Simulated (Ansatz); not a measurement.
Input and command of a plane-wave DFT calculation in Ansatz:

```yaml
crystal:
  lattice:
    - [3.7521231753, 0.0, 0.0]
    - [0.0, 4.631803559, 0.0]
    - [0.0, 0.0, 2.8657805175]
  atoms:
    - { symbol: Ni, position: [0.5, 0.5, 0.5] }
    - { symbol: Ni, position: [0.0, 0.0, 0.0] }
    - { symbol: "N", position: [0.3674578402, 0.9154561392, 0.5] }
    - { symbol: "N", position: [0.8674578402, 0.5845438608, 0.0] }
    - { symbol: "N", position: [0.6325421598, 0.0845438608, 0.5] }
    - { symbol: "N", position: [0.1325421598, 0.4154561392, 0.0] }
basis:
  ecutwfc: 420
kpoints:
  mp_grid: { grid: [10, 8, 14] }
hamiltonian:
  xc: pbe
scf:
  occupations: { method: gaussian, width: 0.1 }
output:
  forces: true
  stress: true
  eigenvalues: true
relax:
  adjacent_minimum: "off"
  f_tol: 0.01
  max_steps: 80
  cell: { stress_tol: 0.05 }
```

```bash
ansatz run input.yaml --threads 1 --pin off --max-ram 2560MiB --backend cpu --events-out ev --progress --plain --runs-dir out
```

Processor: Arm Neoverse V1, 1 thread, on a host shared with other jobs.

**Question.** Estimate time, memory and problem size.

**Answer.** About 2.7 min on 1 thread of Arm Neoverse V1, with other jobs on the host, peak memory 0.56 GiB. It solves 34 bands at 240 k points (the mesh reduced by the symmetry that the task leaves, which can be less than the crystal's) with about 975 plane waves (on the last cell), in 41 SCF iterations over 6 ionic steps.
